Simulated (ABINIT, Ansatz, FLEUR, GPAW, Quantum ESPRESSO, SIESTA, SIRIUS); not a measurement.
# Ti3Se: programs and potentials compared

```
Se Ti
1.0
     3.19745    0.00000    0.00000
    -1.59872    2.76907    0.00000
     0.00000    0.00000    7.94275
Se Ti
1 3
Cartesian
  0.0000 0.0000 0.0000
  1.5987 0.9230 3.9714
  0.0000 1.8460 6.1390
  0.0000 1.8460 1.8038
```

The cell comes from a database or a generator and needn't be the stable form of this composition.

Alike in all runs: task single point; functional PBEsol; k mesh 10 × 10 × 4; occupations fermi-dirac, width 0.05 eV; no spin polarisation; no spin-orbit coupling. Pressure is positive in compression and, in plane waves, holds the error of the finite cutoff, which Ansatz's Pulay term estimates and takes out.

```
                                                                                      program and potentials  plane-wave cutoff (eV)                                                                                          notes  pressure (GPa)  largest force (eV/Å)
                                                                                          Ansatz, Ansatz PAW                     420  potentials made for PBE, which Ansatz adapts in part; 13 valence electrons an atom on average           -4.45                 0.098
                                                              Ansatz, all-electron LAPW, scalar-relativistic                       -                                                                                              -           -4.46                 0.097
                                                                           Quantum ESPRESSO, GBRV 1.5 PBEsol                     612                                                      10.5 valence electrons an atom on average           -4.46                 0.094
                                                           GPAW, PAW data sets generated for this functional                     600                                                      10.5 valence electrons an atom on average           -4.69                 0.074
                                                                                  FLEUR, all-electron, FLAPW                       -                                                                                              -               -                 0.097
SIESTA, files PseudoDojo sr-pbesol-0.4.1-standard, DZP (energy shift 0.003 Ry; two zetas on semicore shells)                       -                                          atomic basis; 13 valence electrons an atom on average           -2.76                 0.266
                                                                                    ABINIT, JTH PAW PBE v2.0                     408                             potentials made for PBE; 10.5 valence electrons an atom on average           -4.13                 0.075
                                                               SIRIUS, all-electron FP-LAPW, apw+lo standard                       -                                                                                              -               -                 0.100
```

Force on atom 3 (Ti), eV/Å:

```csv
program and potentials,x,y,z
"Ansatz, Ansatz PAW",0.000,0.000,0.098
"Ansatz, all-electron LAPW, scalar-relativistic",0.000,0.000,0.097
"Quantum ESPRESSO, GBRV 1.5 PBEsol",0.000,0.000,0.094
"GPAW, PAW data sets generated for this functional",0.000,0.000,0.074
"FLEUR, all-electron, FLAPW",0.000,0.000,0.097
"SIESTA, files PseudoDojo sr-pbesol-0.4.1-standard, DZP (energy shift 0.003 Ry; two zetas on semicore shells)",0.000,0.000,-0.266
"ABINIT, JTH PAW PBE v2.0",0.000,0.000,0.075
"SIRIUS, all-electron FP-LAPW, apw+lo standard",0.000,0.000,0.100
```

The pressure spans -4.69 (GPAW, PAW data sets generated for this functional) to -2.76 GPa (SIESTA, files PseudoDojo sr-pbesol-0.4.1-standard, DZP (energy shift 0.003 Ry; two zetas on semicore shells)), with all-electron results at -4.46. The pressure on the cell as given of SIESTA, files PseudoDojo sr-pbesol-0.4.1-standard, DZP (energy shift 0.003 Ry; two zetas on semicore shells) lies far from the others; the cause wasn't traced. Rows in atomic bases carry the error of their basis and grid, which can be large.

The functional is the same throughout but for its coding, so the spread measures potentials, basis and numerics; runs on potential files found faulty are left out.
